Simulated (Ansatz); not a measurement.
WO₃:
```cif
data_O6W2
_chemical_formula_sum 'W2 O6'
_space_group_name_H-M_alt 'P4/nmm :1'
_space_group_IT_number 129
_space_group_name_Hall 'P 4ab 2ab -1ab'
_cell_length_a 5.31463
_cell_length_b 5.31463
_cell_length_c 3.93287
_cell_angle_alpha 90.000
_cell_angle_beta 90.000
_cell_angle_gamma 90.000
loop_
_space_group_symop_operation_xyz
  'x, y, z'
  '-y+1/2, x+1/2, z'
  '-x, -y, z'
  'y+1/2, -x+1/2, z'
  'x+1/2, -y+1/2, -z'
  '-y, -x, -z'
  '-x+1/2, y+1/2, -z'
  'y, x, -z'
  '-x+1/2, -y+1/2, -z'
  'y, -x, -z'
  'x+1/2, y+1/2, -z'
  '-y, x, -z'
  '-x, y, z'
  'y+1/2, x+1/2, z'
  'x, -y, z'
  '-y+1/2, -x+1/2, z'
loop_
_atom_site_label
_atom_site_type_symbol
_atom_site_symmetry_multiplicity
_atom_site_Wyckoff_symbol
_atom_site_fract_x
_atom_site_fract_y
_atom_site_fract_z
_atom_site_occupancy
W1 W 2 c 0.00000 0.50000 0.06440 1
O1 O 2 c 0.50000 0.00000 0.48942 1
O2 O 4 d 0.25000 0.25000 0.00000 1
```

Relaxed with PBEsol.

**Question.** Which orbitals make up the states near the band edges in PBEsol (plane waves, PAW; program Ansatz)?

**Answer.** Top 1 eV of the valence band: O 2p 99 %. Bottom 1 eV of the conduction band: W 5d 82 %, O 2p 17 %. Projections are on Löwdin-orthogonalised atomic valence shells; empty p or d shells of many metals are not among them.

**Question.** Tabulate the density of states.

**Answer.** States/eV per cell of 8 atoms, in 0.25 eV bins, energy from the valence-band maximum.

```
E (eV)  total  O 2p  W 5d  O 2s
------  -----  ----  ----  ----
-7.35    0.00  0.00  0.00  0.00
-7.10    2.56  1.54  0.90  0.01
-6.85    3.51  2.17  1.12  0.04
-6.60    3.95  2.51  1.15  0.07
-6.35    3.18  2.11  0.80  0.08
-6.10    2.83  1.92  0.66  0.08
-5.85    2.77  1.91  0.61  0.08
-5.60    3.94  2.60  1.12  0.08
-5.35    6.62  4.21  2.17  0.08
-5.10    5.57  3.62  1.73  0.08
-4.85    4.22  2.77  1.30  0.06
-4.60    4.26  2.83  1.29  0.05
-4.35    5.59  3.77  1.62  0.08
-4.10    6.43  4.40  1.80  0.10
-3.85    6.27  4.40  1.64  0.10
-3.60    7.55  5.40  1.92  0.09
-3.35    6.87  5.18  1.46  0.07
-3.10    6.18  4.90  1.05  0.06
-2.85    5.53  4.49  0.83  0.05
-2.60    4.68  3.95  0.55  0.04
-2.35    1.81  1.54  0.20  0.01
-2.10    2.09  1.88  0.14  0.03
-1.85    6.32  5.96  0.20  0.07
-1.60   10.17  9.60  0.34  0.09
-1.35    9.16  8.83  0.16  0.05
-1.10    7.17  7.00  0.08  0.02
-0.85    5.14  5.04  0.05  0.01
-0.60    5.15  5.08  0.03  0.01
-0.35    3.40  3.37  0.01  0.00
-0.10    1.05  1.04  0.00  0.00
0.15     0.00  0.00  0.00  0.00
0.40     0.00  0.00  0.00  0.00
0.65     0.06  0.00  0.06  0.00
0.90     0.25  0.03  0.22  0.00
1.15     0.35  0.06  0.29  0.00
1.40     0.40  0.08  0.32  0.00
1.65     0.95  0.21  0.72  0.01
1.90     1.43  0.35  1.04  0.01
2.15     1.61  0.44  1.13  0.01
2.40     1.86  0.54  1.27  0.02
2.65     2.33  0.72  1.54  0.02
2.90     2.25  0.72  1.45  0.02
3.15     2.31  0.78  1.45  0.02
3.40     2.97  1.04  1.82  0.02
3.65     4.05  1.46  2.43  0.02
3.90     4.99  1.86  2.94  0.03
4.15     4.64  1.74  2.67  0.02
4.40     3.77  1.43  2.12  0.02
4.65     4.17  1.62  2.30  0.02
4.90     4.41  1.74  2.40  0.02
5.15     3.03  1.17  1.61  0.03
5.40     2.55  0.85  1.39  0.11
```

The workflow started from a Materials Project entry (that database holds measured and hypothetical structures alike); the Crystallography Open Database files this formula in space group No. 129, but the cells were not matched. Whether it is the stable phase at ambient conditions was not checked. The cell was relaxed with PBEsol under the symmetry of its start; whether a distortion lowers the energy is not shown. No spin polarisation was allowed. No Hubbard U is applied. Spin–orbit coupling is left out wherever it is not named.

Potentials: the later of the program's two PAW sets.
